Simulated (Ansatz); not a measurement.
Starting cell, KF (rock salt):

```xyz
2
Lattice="0.0000 2.7104 2.7104 2.7104 0.0000 2.7104 2.7104 2.7104 0.0000" Properties=species:S:1:pos:R:3 pbc="T T T"
F      0.0000     0.0000     0.0000
K      2.7104     2.7104     2.7104
```

A phonon eigenvector at Γ is frozen into this cell: atom i moves by Q times the vector below, so Q is the largest atomic displacement, in Å. The cell is held. It is one choice among 3 degenerate patterns.

```tsv
atom	x	y	z
F1	0.000	0.000	-1.000
K2	0.000	0.000	0.486
```

Computed with PBE (plane waves to 420 eV, PAW, scalar-relativistic; Ansatz, a quantum-chemistry and plane-wave program). k mesh 11×11×11 (Γ-centred), Fermi-Dirac smearing 0.05 eV. KF was relaxed with its symmetry unable to fall. 

| Q (Å) | −dE/dQ from forces (eV/Å) |
|---|---|
| -0.100 | 0.312 |
| -0.083 | 0.252 |
| -0.067 | 0.197 |
| -0.050 | 0.144 |
| -0.033 | 0.095 |
| -0.017 | 0.047 |
| 0.000 | 0.000 |
| 0.017 | -0.047 |
| 0.033 | -0.095 |
| 0.050 | -0.144 |
| 0.067 | -0.197 |
| 0.083 | -0.252 |
| 0.100 | -0.312 |

Task: What harmonic wavenumber does the curvature at Q = 0 give?

Result: 165 cm⁻¹. E″ = 2.81 eV/Å², M = Σ mᵢ|uᵢ|² = 28.2 u, ν̃ = 521.5·√(|E″|/M).

(For displaced atoms, the force is minus the slope of the energy, and its curvature is a force constant, which sets phonon frequencies.)
